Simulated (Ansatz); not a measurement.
TiO2 (anatase)

```cif
data_O8Ti4
_chemical_formula_sum 'Ti4 O8'
_space_group_name_H-M_alt 'I41/amd :1'
_space_group_IT_number 141
_space_group_name_Hall 'I 4bw 2bw -1bw'
_cell_length_a 3.79842
_cell_length_b 3.79842
_cell_length_c 9.70385
_cell_angle_alpha 90.000
_cell_angle_beta 90.000
_cell_angle_gamma 90.000
loop_
_atom_site_label
_atom_site_type_symbol
_atom_site_symmetry_multiplicity
_atom_site_Wyckoff_symbol
_atom_site_fract_x
_atom_site_fract_y
_atom_site_fract_z
_atom_site_occupancy
Ti1 Ti 4 b 0.00000 0.00000 0.50000 1
O1 O 8 e 0.00000 0.00000 0.29360 1
```
(The calculation used a cell of 6 atoms; values per cell refer to that cell.)

Equation-of-state scan: isotropic scaling of the cell above, V₀ being its volume. The atoms relax within the cell's symmetry.

Level of theory: PBE (plane waves to 420 eV, PAW, scalar-relativistic; Ansatz, an electronic-structure program). k mesh 12×12×12 (Γ-centred), Fermi-Dirac smearing 0.05 eV. Energies are smeared free energies. With the shape held, the modulus is that of even scaling; a crystal free to change shape is softer. The PAW data are Ansatz's earlier set. TiO2 is run without spin polarisation. TiO2 was relaxed with its symmetry unable to fall. ΔE is measured from the relaxed starting cell.

```csv
V (Å³/atom),ΔE (meV/atom)
9.801,241.0
10.112,158.3
10.423,96.0
10.734,51.2
11.045,21.6
11.356,5.1
11.667,0.0
11.978,4.7
12.289,17.7
12.601,38.1
12.912,64.6
13.223,96.5
13.534,133.0
```

Problem. What is the fitted pressure derivative B₀′?

Solution. 4.5.

Problem. What bulk modulus at fixed cell shape B₀ follows from a third-order Birch-Murnaghan fit?

Solution. 188 GPa. Check by three points about V = 11.667 Å³/atom, step 0.311: d²E/dV² ≈ (5.1 − 2·0.0 + 4.7) meV / 0.311² = 0.101 eV/Å⁶, and V·d²E/dV² × 160.2 = 189 GPa.

(Under strain, the slope of the energy per volume gives the stress and its curvature an elastic modulus.)
